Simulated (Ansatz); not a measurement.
BN:
```
BN
1.0
    2.50644     0.00000     0.00000
   -1.25322     2.17064     0.00000
    0.00000     0.00000     6.61708
B N
2 2
Cartesian
  0.00000   1.44710   1.65427
  1.25322   0.72355   4.96281
  0.00000   1.44710   4.96281
  1.25322   0.72355   1.65427
```

Relaxed with PBE+D3(BJ). Independent-particle spectrum: no excitons, no local fields, no scissors shift; 0.1 eV broadening; ε₁ of the summed bands alone.

Q: Tabulate the dielectric function from PBE+D3(BJ) (plane waves, PAW; program Ansatz).

A: 

| E (eV) | ε₁ xx | ε₂ xx | ε₁ zz | ε₂ zz |
|---|---|---|---|---|
| 0.0 | 4.78 | 0.00 | 2.82 | 0.00 |
| 0.3 | 4.79 | 0.00 | 2.82 | 0.00 |
| 0.6 | 4.81 | 0.00 | 2.83 | 0.00 |
| 0.9 | 4.84 | 0.00 | 2.84 | 0.00 |
| 1.2 | 4.90 | 0.00 | 2.85 | 0.00 |
| 1.5 | 4.97 | 0.00 | 2.87 | 0.00 |
| 1.8 | 5.06 | 0.00 | 2.89 | 0.00 |
| 2.1 | 5.17 | 0.00 | 2.92 | 0.00 |
| 2.4 | 5.32 | 0.00 | 2.96 | 0.00 |
| 2.7 | 5.51 | 0.00 | 3.00 | 0.00 |
| 3.0 | 5.75 | 0.00 | 3.05 | 0.00 |
| 3.3 | 6.07 | 0.00 | 3.12 | 0.00 |
| 3.6 | 6.50 | 0.00 | 3.21 | 0.00 |
| 3.9 | 7.13 | 0.00 | 3.34 | 0.00 |
| 4.2 | 8.18 | 0.00 | 3.55 | 0.00 |
| 4.5 | 10.80 | 0.10 | 4.12 | 0.03 |
| 4.8 | 10.94 | 6.33 | 3.86 | 1.49 |
| 5.1 | 9.34 | 7.39 | 3.21 | 1.35 |
| 5.4 | 9.04 | 9.36 | 2.94 | 1.17 |
| 5.7 | 3.23 | 15.28 | 2.82 | 0.99 |
| 6.0 | -1.98 | 10.00 | 2.79 | 0.83 |
| 6.3 | -2.45 | 5.89 | 2.81 | 0.70 |
| 6.6 | -1.62 | 4.08 | 2.88 | 0.58 |
| 6.9 | -1.02 | 3.09 | 3.00 | 0.49 |
| 7.2 | -0.54 | 2.42 | 3.15 | 0.42 |
| 7.5 | -0.13 | 1.94 | 3.33 | 0.37 |
| 7.8 | 0.24 | 1.58 | 3.54 | 0.35 |
| 8.1 | 0.56 | 1.31 | 3.81 | 0.33 |
| 8.4 | 0.86 | 1.11 | 4.16 | 0.33 |
| 8.7 | 1.13 | 0.95 | 4.64 | 0.34 |
| 9.0 | 1.39 | 0.83 | 5.43 | 0.38 |
| 9.3 | 1.64 | 0.73 | 7.39 | 0.77 |
| 9.6 | 1.89 | 0.66 | 8.66 | 4.63 |
| 9.9 | 2.13 | 0.61 | 4.87 | 8.59 |
| 10.2 | 2.39 | 0.56 | 1.78 | 6.44 |
| 10.5 | 2.69 | 0.55 | 1.03 | 5.25 |
| 10.8 | 3.04 | 0.65 | 0.73 | 4.37 |
| 11.1 | 3.19 | 0.74 | 0.71 | 3.79 |
| 11.4 | 3.41 | 0.74 | 0.64 | 3.71 |
| 11.7 | 3.78 | 0.69 | 0.19 | 3.17 |
| 12.0 | 4.30 | 0.67 | 0.12 | 2.16 |

Q: From ε at 5.6 eV (xx: 7.55 + 13.99i), find n, k, the normal reflectivity and the absorption coefficient.

A: n = 3.43, k = 2.042, R = 42 %, α = 2kE/ħc = 1200000 cm⁻¹.

With all bands, ε∞ without local fields is 4.86 (xx = yy), 3.04 (zz). DFPT, with local fields, gives 4.76 (xx = yy), 2.71 (zz).

Space group P6_3/mmc. The cell was relaxed with PBE+D3(BJ) under the symmetry of its start; phonons on a q-mesh show no instability.

Potentials: the later of the program's two PAW sets.
